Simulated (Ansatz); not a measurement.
Ansatz (an electronic-structure program) input:

Ansatz 0.2 input:
```yaml
crystal:
  lattice:
    - [2.4292373977, 0.0, 0.0]
    - [-1.2146186989, 2.1037812983, 0.0]
    - [0.0, 0.0, 3.8397516476]
  atoms:
    - { symbol: Fe, position: [0.3333333333, 0.6666666667, 0.25] }
    - { symbol: Fe, position: [0.6666666667, 0.3333333333, 0.75] }
kpoints:
  mp_grid: { grid: [19, 19, 11] }
hamiltonian:
  xc: pbesol
  pseudopotentials: { kind: paw }
scf:
  occupations: { method: fermi_dirac, width: 0.1 }
phonons:
  method: dfpt
  response_accuracy: low
  eigenvectors: true
  rigid_motions: translations
```

Output (shortened):

```
Pseudopotential: Fe, paw, valence charge 16
Functional definition: PBEsol
Crystal: 2 atoms, lattice volume = 19.623 Å³
Basis set: ecut = 420 eV, 391 PW (Γ), exchange–correlation on 36×36×60 points (8 copies of the dense FFT grid, shifted against one another)
Bands: 20, of which v1, the nominal top of the filled ones, is band 16 counted from 1 (15 counted from 0)
Symmetry: 24 space group operations
k-points: 600 of 3971 (irreducible under 4 space group operations, time reversal used)
SCF iter   1: F=—  HF=-8897.804623 eV  |F-HF|=—  |Δ(HF+E_count)|=         —  Δρ=2.33e-2  dr2=5.96e-2  ethr=1.77e-3  ⟨swp⟩=4.9  Hψ=100355  notcnv=0  defer=372
automatic band count: the SCF goes on with 24 bands, as 20 were too few: the levels above may hold too much charge
preconditioner: auto → none
SCF iter   2: F=—  HF=-8897.793818 eV  |F-HF|=—  |Δ(HF+E_count)|=   1.08e-2  Δρ=9.73e-3  dr2=1.09e-2  ethr=1.86e-4  ⟨swp⟩=2.0  Hψ=22683  notcnv=0  defer=519
SCF iter   3: F=—  HF=-8897.791654 eV  |F-HF|=—  |Δ(HF+E_count)|=   2.16e-3  Δρ=7.86e-4  dr2=6.24e-5  ethr=3.42e-5  ⟨swp⟩=2.2  Hψ=18776  notcnv=0  defer=519
SCF iter   4: F=—  HF=-8897.791644 eV  |F-HF|=—  |Δ(HF+E_count)|=   9.76e-6  Δρ=1.63e-4  dr2=1.44e-6  ethr=1.95e-7  ⟨swp⟩=2.1  Hψ=23639  notcnv=0  defer=519
SCF iter   5: F=—  HF=-8897.791652 eV  |F-HF|=—  |Δ(HF+E_count)|=   7.59e-6  Δρ=3.62e-5  dr2=7.25e-8  ethr=4.49e-9  ⟨swp⟩=2.1  Hψ=21781  notcnv=0  defer=519
SCF iter   6: F=—  HF=-8897.791652 eV  |F-HF|=—  |Δ(HF+E_count)|=   2.19e-8  Δρ=9.32e-6  dr2=4.48e-9  ethr=2.27e-10  ⟨swp⟩=2.2  Hψ=23901  notcnv=0  defer=519
SCF iter   7: F=—  HF=-8897.791652 eV  |F-HF|=—  |Δ(HF+E_count)|=   2.72e-9  Δρ=1.10e-6  dr2=5.57e-11  ethr=1.40e-11  ⟨swp⟩=2.0  Hψ=21893  notcnv=0  defer=519
SCF iter   8: F=-8897.791652 eV  HF=-8897.791652 eV  |F-HF|=1.82e-12  |Δ(HF+E_count)|=  1.46e-11  Δρ=9.37e-8  dr2=3.74e-13  ethr=1.00e-12  ⟨swp⟩=9.0  Hψ=67253  notcnv=0
SCF 1 converged in 8 iterations: F = -8897.791652 eV  dr2 = 3.74e-13
DFPT response loops at Γ: preconditioner auto → Kerker (q_TF=auto, 2.960 Å⁻¹) (partly filled bands, converged f_vac=0.000) …
SCF converged after 8 iterations
Free energy (F): -8897.791652 eV
Harris-Foulkes:  -8897.791652 eV  (|F-HF|=1.82e-12)
Internal energy: -8897.713180 eV  (E = F + TS)
E sigma→0 (E₀):  -8897.752416 eV
Entropy (-TS):   -0.078472 eV (-39.236 meV/atom)
Fermi energy:    21.898073 eV
--- Per-component energies (eV) ---
  E_band       = -327.035533
  E_kinetic    = 713.751762
  E_local      = -3756.047507  (includes V_loc(G=0)·N_el)
  E_nonlocal   = 428.074245
  E_hartree    = 1591.184123
  E_xc         = -238.736848
  E_vxc        = -308.870188  (∫ρ·V_xc dr)
  E_paw        = -2663.919359  (= ΣΔE_a)
  E_vpaw       = -586.313954  (= ΣTr[D̂ρ^β])
  E_aug_tail   = 0.001825  (compensation charges beyond the density's cutoff)
  E_ewald      = -4972.379823
  E_core_change = 0.358403  (= ΣΔE_core)
  E_smearing   = -0.078472  (= −TS)
  E_closure    = 0.000000  (closes the sum)
  Σ components = -8897.791652   (vs F -8897.791652, Δ=0.00e0)
  [band-id]    e_kinetic+e_local+e_nonlocal+2·e_hartree+e_vxc+e_vpaw+e_augmentation_tail = -327.035572   (vs E_band -327.035533, Δ=-3.85e-5)
--- Band table (eV; the first three rows and the last of 600) ---
  k-point 0: bands = ["-65.1282", "-64.9674", "-31.6452", "-31.0161", "-31.0161", "-30.9049", "-30.9049", "-30.8907", "12.6075", "16.6509", "20.1304", "20.1304", "20.2713", "20.6335", "20.6335", "21.0016", "21.0016", "22.3361", "22.6736", "22.6736", …
  k-point 1: bands = ["-65.1249", "-64.9707", "-31.6304", "-31.0139", "-31.0139", "-30.9071", "-30.9071", "-30.9065", "12.7041", "16.6416", "20.0867", "20.0867", "20.2350", "20.5937", "20.5937", "21.0921", "21.0921", "22.0310", "22.6735", "22.6735", …
  k-point 2: bands = ["-65.1155", "-64.9802", "-31.5871", "-31.0073", "-31.0073", "-30.9524", "-30.9137", "-30.9137", "12.9894", "16.5914", "20.0031", "20.0031", "20.1321", "20.4867", "20.4867", "21.3101", "21.3119", "21.3119", "22.6628", "22.6628", …
  k-point 599: bands = ["-64.9736", "-64.9648", "-31.4904", "-31.4748", "-31.1975", "-31.1765", "-31.0372", "-31.0127", "17.4025", "17.5003", "18.8581", "19.1289", "19.5200", "19.7389", "20.8904", "21.1678", "22.8199", "23.0190", "25.0074", "25.6431", …
--- Phonons (Γ-DFPT): 2 representative perturbations + reference, on 600 of 3971 k-points (Σ response iterations 6) ---
  ASR residual: 9.140e-4 → 0.000e0 eV/Å²; symmetrization residual: 1.416e-9 eV/Å²
  ASR residual per site (eV/Å²): 9.14e-4 9.14e-4
  Γ frequencies (cm⁻¹): 0.00 0.00 0.00 247.55 247.55 337.06
  non-analytic LO–TO correction: not included (Born effective charges unavailable; polar crystals: no LO–TO splitting at Γ)
```

Cost: about 70 core-seconds (a rough figure) on shared cores.

Space group P6_3/mmc (hcp (Mg type)). This is a known high-pressure phase of the composition, computed here at zero pressure and temperature. Symmetry was held in the PBEsol relaxation; of distortions, only those at the zone centre were tested. The run is not spin-polarised. As this level gives no gap, phonon frequencies hold no LO–TO term and depend on the k-mesh and smearing (Fermi–Dirac, 0.1 eV here).

Potentials: the later of the program's two PAW sets.

Ansatz is a plane-wave DFT program.
